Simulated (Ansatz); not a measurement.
Tl:
```
CELL_PARAMETERS angstrom
     -3.10810     3.10810     1.63520
      3.10810    -3.10810     1.63520
      3.10810     3.10810    -1.63520
ATOMIC_POSITIONS crystal
  Tl 0.75000 0.25000 0.50000
  Tl 0.00000 0.00000 0.00000
```

Relaxed with r²SCAN. Special points in fractions of this cell's reciprocal vectors: Γ (0.000, 0.000, 0.000); X (0.000, 0.000, 0.500); M (-0.500, 0.500, 0.500); Z (0.319, 0.319, -0.319); Z0 (-0.319, 0.681, 0.319); P (0.250, 0.250, 0.250); N (0.000, 0.500, 0.000).

### Question
List the band energies nearest the Fermi level at these points for DFT-r²SCAN in the program Ansatz with PAW potentials.

### Answer
In eV from the Fermi level; about four levels below and three above (degenerate sets whole), none deeper than 8.9 eV; points with the same levels are listed once.

| k | below | above |
|---|---|---|
| Γ | -3.48 -0.36 -0.36 | 5.08 7.45 7.45 |
| X | -7.96 -7.96 | 2.47 2.47 2.71 2.71 |
| M | -6.65 -6.65 -3.08 -3.08 | 7.48 7.48 10.66 10.66 |
| Z | -4.68 -1.13 -0.83 -0.83 | 4.11 7.55 7.55 |
| P | -5.01 -5.01 -1.68 -1.68 | 5.23 5.23 5.47 5.47 |
| N | -5.82 -4.22 -1.15 -0.01 | 0.85 4.38 4.52 |

Space group I4_1/amd (β-Sn type). A made-up cell: these elements were put on the sites of a structure type; neither database checked (COD, Materials Project) lists it. It is not the phase usual at ambient conditions (space group No. 194). The r²SCAN relaxation kept the symmetry of its start; of distortions, only those at the zone centre were tested. Scalar-relativistic: spin–orbit coupling is off unless named, which matters more the heavier the elements.

Potentials: the later of the program's two PAW sets.
